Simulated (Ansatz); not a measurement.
Si:
```yaml
crystal:
  lattice:
    - [0.00000, 2.72217, 2.72217]
    - [2.72217, 0.00000, 2.72217]
    - [2.72217, 2.72217, 0.00000]
  atoms:
    - { symbol: Si, position: [0.50000, 0.50000, 0.50000] }
    - { symbol: Si, position: [0.75000, 0.75000, 0.75000] }
```

Relaxed with r²SCAN.

**Question.** List the phonon frequencies at the special points (DFPT on a 4×4×4 q-mesh, Fourier-interpolated; the program Ansatz at the r²SCAN level (PAW)).

**Answer.** In cm⁻¹.

```
q              frequencies
-  -----------------------
Γ        0 0 0 518 518 518
X  156 156 416 416 461 461
U  165 219 366 376 461 481
K  165 219 366 376 461 481
L  117 117 385 414 492 492
W  214 214 357 357 468 468
```

Space group Fd-3m (diamond). Symmetry was held in the r²SCAN relaxation; phonons on a q-mesh show no instability.

Potentials: the later of the program's two PAW sets.
